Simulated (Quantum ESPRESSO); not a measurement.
# Planted mistakes on one cell of Si3BNC3

Calculated results; nothing here was measured. They come from pw.x of Quantum ESPRESSO 7.5, a plane-wave density functional program, with PseudoDojo standard norm-conserving files (v0.5 for PBE, v0.4.1 for LDA and PBEsol). The cells are made up: elements, strain and atom displacements were drawn at random, and nothing was relaxed. There is no spin polarisation, spin-orbit coupling or dispersion term.

The cell has 8 sites of a zincblende or diamond lattice. Sites 1 to 4 hold Si Si B Si; sites 5 to 8 hold N C C C. Cell vectors in Å: (4.409, -0.026, 0.002); (-0.026, 4.417, 0.018); (0.002, 0.018, 4.506). Settings: PBE, cutoff 1143 eV, 4 x 4 x 4 k mesh shifted by half a step, Fermi-Dirac smearing of 0.025 eV.

The intended run has a self-consistency threshold of 1e-07 eV, a smearing term of 0.000 eV, a pressure of -24.13 GPa and 12 iterations. Each further run changes one thing: all lengths scaled by 0.9833; atoms of sites 3 and 7 exchanged; cutoff 711 eV; files of LDA; k mesh 2 x 2 x 2; one electron added; smearing 0.7 eV; threshold 0.2 eV. A coarse mesh keeps the shift, and a charged cell sits in a uniform background.

```
run,change of free energy (eV),smearing term -TS (eV),change of P (GPa),largest change of a force component (eV/Å),iterations
A,0.635,0.000,-5.44,0.018,12
B,-0.558,0.000,7.17,0.279,12
C,0.033,0.000,-0.46,0.112,4
D,10.308,-0.010,24.40,0.344,12
E,-0.370,-1.361,1.34,0.283,11
F,3.776,0.000,9.26,1.069,13
G,0.388,0.000,0.25,0.059,13
H,-3.741,0.000,-7.00,0.088,12
```

A rerun of the intended cell at 1437 eV and k mesh 6 x 6 x 6 moved values by no more than 0.005 eV in the cell's energy, 0.03 GPa in stress and 0.003 eV/Å in force.

Question: which change belongs to which run?

## Worked reading

Run C has the fewest iterations, as a run stopped early does. Run E has the largest smearing term, as wide smearing gives. Run B changes the volume by a factor of 0.9507; minus its pressure change over the logarithm of that factor, 142 GPa, is a rough bulk modulus with clamped atoms. Energies from files of another functional, or of a charged cell, have another zero and say nothing on stability; the pressure of a charged cell rests on the program's zero of potential too.

## Key

| run | change |
| --- | --- |
| A | cutoff 711 eV |
| B | all lengths scaled by 0.9833 |
| C | threshold 0.2 eV |
| D | one electron added |
| E | smearing 0.7 eV |
| F | atoms of sites 3 and 7 exchanged |
| G | k mesh 2 x 2 x 2 |
| H | files of LDA |